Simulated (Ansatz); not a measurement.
K2Sn2O3 in space group I2_13 (No. 199; K on 8a, Sn on 8a, O on 12b), plane-wave PAW LDA (Ansatz code). The conduction-band minimum lies on the Γ–H line, 83 % of the way from Γ, with 6 equivalent valleys. Second derivatives d²E/dk² of the lowest band at one valley (eV·Å²), along Cartesian directions:

```
direction  d²E/dk²
---------  -------
[100]        19.78
[010]        15.38
[001]        4.592
[110]        17.66
[101]        12.20
[011]        9.993
```

Find the principal effective masses, the density-of-states mass and the conductivity mass.

Off-diagonal terms follow from H_xy = H[110] − (H_xx + H_yy)/2, and m*/mₑ = 7.620 eV·Å² over each eigenvalue: 0.39, 0.50, 1.7. One valley's DOS mass (m₁m₂m₃)^(1/3) = 0.68, conductivity mass 3/(Σ 1/mᵢ) = 0.58 mₑ.

What effective density of states Nc follows at 300 K for parabolic valleys?

Nc = 2.509e19 × 6 × (0.68)^(3/2) ≈ 8.4e19 cm⁻³.

The workflow started from a Materials Project entry (that database holds measured and hypothetical structures alike); the Crystallography Open Database copy checked does not list it. COD files the formula under space group No. 166, so this cell is another polymorph or a model. Whether it is the stable phase at ambient conditions was not checked. The LDA relaxation kept the symmetry of its start; its stability against distortions is not shown here. Scalar-relativistic: spin–orbit coupling is off unless named, which matters more the heavier the elements.

Potentials: the later of the program's two PAW sets.

Edges and masses are those of Kohn–Sham bands, whose gap is no quasiparticle gap.
